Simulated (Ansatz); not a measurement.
Relaxation of a relaxed TiSi2 cell deformed by the Cartesian strain tensor (xx, yy, zz, yz, xz, xy) = (-0.074, -0.003, 0.059, 0.051, -0.011, -0.051); 6 atoms in the cell, which starts as P-1 (No. 2), aP6; a = 4.457 Å, b = 4.480 Å, c = 5.008 Å, α = 75.59°, β = 65.01°, γ = 66.46°. These are PBE (plane waves to 420 eV, PAW, scalar-relativistic; Ansatz, a program for electronic structure) values and carry that method's errors. Γ-centred k-mesh 6×6×7 on the run's cell (coarser than for final values), Fermi–Dirac smearing 0.05 eV. This is the first round of the run. 

The optimiser's lines from the output (shortened; P is positive under compression):

```
relax step   1: F+E_penalty+E_count = -7544.60275298 eV  Δ(F+E_penalty+E_count) = +0.000e0 eV  max|allowed force component| = 5.117e-1 eV/Å  Δτ_max = 0.0000 Å  P = +7.412 GPa  Ω = 82.719 Å³  (6 SCF iters, dr2 threshold 1.00e-7 eV, accepted)
relax step   2: F+E_penalty+E_count = -7545.52191314 eV  Δ(F+E_penalty+E_count) = -9.192e-1 eV  max|allowed force component| = 1.001e-1 eV/Å  Δτ_max = 0.0244 Å  P = +2.347 GPa  Ω = 83.891 Å³  (6 SCF iters, dr2 threshold 6.00e-7 eV, accepted)
relax step   3: F+E_penalty+E_count = -7545.89393712 eV  Δ(F+E_penalty+E_count) = -3.720e-1 eV  max|allowed force component| = 2.786e-1 eV/Å  Δτ_max = 0.0188 Å  P = +2.389 GPa  Ω = 83.679 Å³  (6 SCF iters, dr2 threshold 6.00e-7 eV, accepted)
relax step   4: F+E_penalty+E_count = -7545.92808162 eV  Δ(F+E_penalty+E_count) = -3.414e-2 eV  max|allowed force component| = 1.041e-1 eV/Å  Δτ_max = 0.0186 Å  P = +1.127 GPa  Ω = 84.378 Å³  (6 SCF iters, dr2 threshold 6.00e-7 eV, accepted)
relax step   5: F+E_penalty+E_count = -7545.93558361 eV  Δ(F+E_penalty+E_count) = -7.502e-3 eV  max|allowed force component| = 2.766e-2 eV/Å  Δτ_max = 0.0195 Å  P = -0.115 GPa  Ω = 85.050 Å³  (6 SCF iters, dr2 threshold 6.00e-7 eV, accepted)
relax step   6: F+E_penalty+E_count = -7545.93569130 eV  Δ(F+E_penalty+E_count) = -1.077e-4 eV  max|allowed force component| = 1.936e-2 eV/Å  Δτ_max = 0.0029 Å  P = -0.005 GPa  Ω = 85.003 Å³  (6 SCF iters, dr2 threshold 2.16e-7 eV, accepted)
relax step   7: F+E_penalty+E_count = -7545.93576328 eV  Δ(F+E_penalty+E_count) = -7.198e-5 eV  max|allowed force component| = 4.342e-3 eV/Å  Δτ_max = 0.0016 Å  P = -0.008 GPa  Ω = 84.998 Å³  (6 SCF iters, dr2 threshold 3.54e-8 eV, accepted)
relax step   8: F+E_penalty+E_count = -7545.93576691 eV  Δ(F+E_penalty+E_count) = -3.626e-6 eV  max|allowed force component| = 1.264e-3 eV/Å  Δτ_max = 0.0003 Å  P = -0.004 GPa  Ω = 84.996 Å³  (6 SCF iters, dr2 threshold 1.35e-9 eV, accepted)
relax step   9: F+E_penalty+E_count = -7545.94124950 eV  Δ(F+E_penalty+E_count) = -5.483e-3 eV  max|allowed force component| = 1.969e-3 eV/Å  Δτ_max = 0.0000 Å  P = +0.123 GPa  Ω = 84.996 Å³  stress off target by 3.15e-1 GPa  SCF on the basis re-selected at this cell (its energy is not comparable with the rows above)  (6 SCF iters)
relax step  10: F+E_penalty+E_count = -7545.94132753 eV  Δ(F+E_penalty+E_count) = -7.803e-5 eV  max|allowed force component| = 3.190e-3 eV/Å  Δτ_max = 0.0005 Å  P = +0.008 GPa  Ω = 85.072 Å³  (6 SCF iters, dr2 threshold 2.47e-7 eV, accepted)
relax step  11: F+E_penalty+E_count = -7545.94132990 eV  Δ(F+E_penalty+E_count) = -2.371e-6 eV  max|allowed force component| = 1.050e-3 eV/Å  Δτ_max = 0.0003 Å  P = +0.003 GPa  Ω = 85.075 Å³  (6 SCF iters, dr2 threshold 2.78e-9 eV, accepted)
relax step  12: F+E_penalty+E_count = -7545.94134407 eV  Δ(F+E_penalty+E_count) = -1.417e-5 eV  max|allowed force component| = 1.050e-3 eV/Å  Δτ_max = 0.0000 Å  P = +0.003 GPa  Ω = 85.075 Å³  stress off target by 6.45e-3 GPa  SCF on the basis re-selected at this cell (its energy is not comparable with the rows above)  (8 SCF iters)
```

From the first to the last row the energy changes by -0.22 eV/atom and the volume by +2.8 %. The last row is marked as not comparable with the walk above it, whose basis was carried along; it does compare with step 1, since both stand on a basis selected at the nominal cutoff for their own cell.

Later rounds, restarted from the end of this one on a renewed k-mesh, logged 6 more steps and released under 0.01 eV/atom more. The final structure after all rounds: Fddd, origin choice 1 (No. 70), oF24, AFLOW prototype A2B_oF24_70_e_a (C54, as in TiSi2); a = 4.806 Å, b = 8.268 Å, c = 8.563 Å, α = 90.00°, β = 90.00°, γ = 90.00°. Between re-selections the logged energies stand on a plane-wave basis carried along with the cell. No spin polarisation in the result.

The run could not lose the symmetry of its start.
